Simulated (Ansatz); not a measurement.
# Na4YZnP3O12: field gradients at two levels of theory

Cell: a Materials Project structure (computed, not necessarily an observed phase), taken as it stands.

```
Na Y Zn P O
1.0
     4.64955    2.68442    7.54088
    -4.64955    2.68442    7.54088
     0.00000   -5.36883    7.54088
Na Y Zn P O
8 2 2 6 24
Direct
  0.88494 0.62138 0.23421
  0.62138 0.23421 0.88494
  0.23421 0.88494 0.62138
  0.38494 0.73421 0.12138
  0.73421 0.12138 0.38494
  0.12138 0.38494 0.73421
  0.49317 0.49317 0.49317
  0.99317 0.99317 0.99317
  0.65154 0.65154 0.65154
  0.15154 0.15154 0.15154
  0.34383 0.34383 0.34383
  0.84383 0.84383 0.84383
  0.55587 0.95411 0.24560
  0.95411 0.24560 0.55587
  0.24560 0.55587 0.95411
  0.05587 0.74560 0.45411
  0.74560 0.45411 0.05587
  0.45411 0.05587 0.74560
  0.52407 0.11720 0.28014
  0.11720 0.28014 0.52407
  0.28014 0.52407 0.11720
  0.02407 0.78014 0.61720
  0.78014 0.61720 0.02407
  0.61720 0.02407 0.78014
  0.47701 0.89348 0.71691
  0.89348 0.71691 0.47701
  0.71691 0.47701 0.89348
  0.97701 0.21691 0.39348
  0.21691 0.39348 0.97701
  0.39348 0.97701 0.21691
  0.43262 0.22575 0.58353
  0.22575 0.58353 0.43262
  0.58353 0.43262 0.22575
  0.93262 0.08353 0.72575
  0.08353 0.72575 0.93262
  0.72575 0.93262 0.08353
  0.57792 0.78062 0.40608
  0.78062 0.40608 0.57792
  0.40608 0.57792 0.78062
  0.07792 0.90608 0.28062
  0.90608 0.28062 0.07792
  0.28062 0.07792 0.90608
```

Atoms are numbered from 1 in the order listed; like atoms form one site, named after its first atom.

First run. Method: Kohn–Sham DFT in Ansatz, PBE, plane waves and PAW, scalar-relativistic, 420 eV cutoff, Γ-centred 3×3×3 k-points, Fermi–Dirac smearing 0.02 eV.

| site | atom | V_zz (10²¹ V/m²) | η |
| --- | --- | --- | --- |
| Na1 | 1 | -0.70 | 0.72 |
| Na7 | 7 | -0.87 | 0.00 |
| Y | 9 | 5.15 | 0.00 |
| Zn | 11 | 2.72 | 0.00 |
| P | 13 | 0.83 | 0.74 |
| O19 | 19 | 10.28 | 0.19 |
| O25 | 25 | 8.30 | 0.09 |
| O31 | 31 | 9.17 | 0.15 |
| O37 | 37 | 8.73 | 0.13 |

Second run. The same atoms and settings, except that the functional is r2SCAN and the cutoff is 500 eV.

(1) What does the second run give?

Results:

(1) 

| site | atom | V_zz | η | change of V_zz |
| --- | --- | --- | --- | --- |
| Na1 | 1 | -0.73 | 0.65 | -0.03 |
| Na7 | 7 | -0.88 | 0.00 | -0.01 |
| Y | 9 | 5.20 | 0.00 | +0.05 |
| Zn | 11 | 2.73 | 0.00 | +0.01 |
| P | 13 | 0.92 | 0.64 | +0.09 |
| O19 | 19 | 10.25 | 0.18 | -0.03 |
| O25 | 25 | 8.33 | 0.10 | +0.03 |
| O31 | 31 | 9.30 | 0.16 | +0.13 |
| O37 | 37 | 8.86 | 0.14 | +0.13 |

The largest change of V_zz is on O37, from 8.73 to 8.86. In per cent, |V_zz| changes by +1 to +3 on Na, +1 on Y, 0 on Zn, +11 on P, 0 to +2 on O (all sites that start above 0.5).

Without spin–orbit coupling (the program notes it for Y) the gradients are little affected as a rule: paired runs on crystals with a gap mostly move them by under 2 % at such atoms.
For the first run: The largest force is 0.3 eV/Å, so the atoms aren't at the calculated equilibrium and relaxing them would move these values.
For the second run: At this cell the principal stresses reach 5 GPa in size with r2SCAN, which can matter for small gradients. The largest force is 0.5 eV/Å, so the atoms aren't at the calculated equilibrium and relaxing them would move these values. With these PAW files V_zz is typically within 2 to 3 % of all-electron values, but misses above 10 % occur on Zn.
